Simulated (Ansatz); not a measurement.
Computed with Ansatz 0.2.0, DFT PBE, scalar-relativistic, plane waves, PAW. Settings: cutoff 420 eV, Γ-centred meshes spaced at most about 0.3 Å⁻¹, and about 0.25 Å⁻¹ or finer for metals (2π included), Gaussian smearing. Collinear spin in cells that started with moments and kept them past the coarse steps, no spin elsewhere.

Temperature and zero-point effects are left out.

Compare these two cells of Cd3InO, each relaxed at this level.

A. (no spin)

```
CELL_PARAMETERS angstrom
4.72352 0.00000 0.00000
0.00000 4.72352 0.00000
0.00000 0.00000 4.72352
ATOMIC_POSITIONS crystal
Cd 0.50000 0.00000 0.50000
Cd 0.50000 0.50000 0.00000
Cd 0.00000 0.50000 0.50000
In 0.00000 0.00000 0.00000
O 0.50000 0.50000 0.50000
```

B. (site moments O 1.2 μB)

```
CELL_PARAMETERS angstrom
5.46026 0.00000 0.00000
0.00000 5.46026 0.00000
0.00000 0.00000 5.46026
ATOMIC_POSITIONS crystal
Cd 0.00000 0.00000 0.50000
Cd 0.50000 0.00000 0.00000
Cd 0.00000 0.50000 0.00000
In 0.00000 0.00000 0.00000
O 0.50000 0.50000 0.50000
```

Question: Which arrangement of the elements on these sites is preferred, and by what margin?

Answer: A is lower, by 0.76 eV/atom. The two share one framework of sites and differ in which element sits where. A has the antiperovskite type, space group Pm-3m (No. 221), 21.1 Å³/atom and no gap on its mesh; B has the antiperovskite type, space group Pm-3m (No. 221), 32.6 Å³/atom and no gap. Counting Cd or In atoms around O (for each partner element, those within 1.25 times its shortest distance or 1.15 times the sum of covalent radii, where it is the nearest in units of that sum or under 1.3; the shortest distance is added where it exceeds 1.18 times the sum of covalent radii), A has O 6 and B has O 12 from 3.9 Å. Their magnetic states differ too. The denser one is the lower, and pressure would at first widen the difference. In A, Cd has 2 O at 2.36 Å, 4 In at 3.34 Å and 8 Cd at 3.34 Å; around In lie 12 Cd at 3.34 Å; O has 6 Cd at 2.36 Å. In B, Cd has 2 In at 2.73 Å, 4 O at 3.86 Å and 8 Cd at 3.86 Å; around In lie 6 Cd at 2.73 Å; O is surrounded by 12 Cd at 3.86 Å (long against covalent radii, as for large ions). Both come from invented guesses. A third cell relaxed alike, in Pmmm, lies 110 meV/atom below the lower of the two.

Another magnetic order may lie lower. Cells relaxed within their symmetry can be saddle points.
